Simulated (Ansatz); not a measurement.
CsH: zone-centre modes at 0.5 GPa

Theory: DFT LDA, scalar-relativistic, plane waves, PAW in Ansatz 0.2.0. Cutoff 420 eV, 8×8×8 k-points (Γ-centred), fixed occupations. No spin polarisation. Phonons by linear response, acoustic sum rule imposed.

The cell is fixed (symmetry leaves no force on the atoms) and stands under 0.5 GPa:
```yaml
crystal:
  lattice:
    - [0.00000, 3.27910, 3.27910]
    - [3.27910, 0.00000, 3.27910]
    - [3.27910, 3.27910, 0.00000]
  atoms:
    - { symbol: Cs, position: [0.00000, 0.00000, 0.00000] }
    - { symbol: H, position: [0.25000, 0.25000, 0.25000] }
```

The cell is the ideal cubic zincblende prototype; this isn't the usual structure of the compound. Spin–orbit coupling is left out, which matters for heavy elements.

Q: Give the high-frequency dielectric tensor ε∞.

A:
```
2.99 0.00 0.00
0.00 2.99 0.00
0.00 0.00 2.99
```

Q: Give the Born effective charges.

A:
```
       atom Z*xx Z*yy Z*zz mean
Cs (atom 1)   0.99   0.99   0.99   0.99
 H (atom 2)  -0.99  -0.99  -0.99  -0.99
```

Q: How large is the static dielectric tensor with the ions free to move, and what share of it is ionic?

A:
```
5.0 0.0 0.0
0.0 5.0 0.0
0.0 0.0 5.0
```
The ions give 40 % of its trace.

Cost: 1 run of about 0.5 core-minutes, on Arm Neoverse V2 (shared hosts).